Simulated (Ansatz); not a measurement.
MgS (rock salt, Fm-3m) at seven volumes, r²SCAN in the plane-wave PAW code Ansatz, scaled uniformly. One row is withheld.

```csv
V (Å³/atom),P (GPa)
16.041,9.10
16.570,5.59
17.099,2.58
17.628,0.00
18.157,?
18.686,-4.13
19.214,-5.78
```

Fit the shown pressures and predict the withheld one.

P = (3/2)B₀(x^(7/2) − x^(5/2))[1 + (3/4)(B′ − 4)(x − 1)] with x = (V₀/V)^(2/3). Least squares on the six rows gives V₀ = 17.628 Å³/atom, B₀ = 79.7 GPa, B′ = 4.03. At V = 18.157, x = 0.9805 and P = -2.22 GPa. The run itself gave -2.22 GPa.

Symmetry was held in the r²SCAN relaxation.

Potentials: the earlier of the program's two PAW sets.
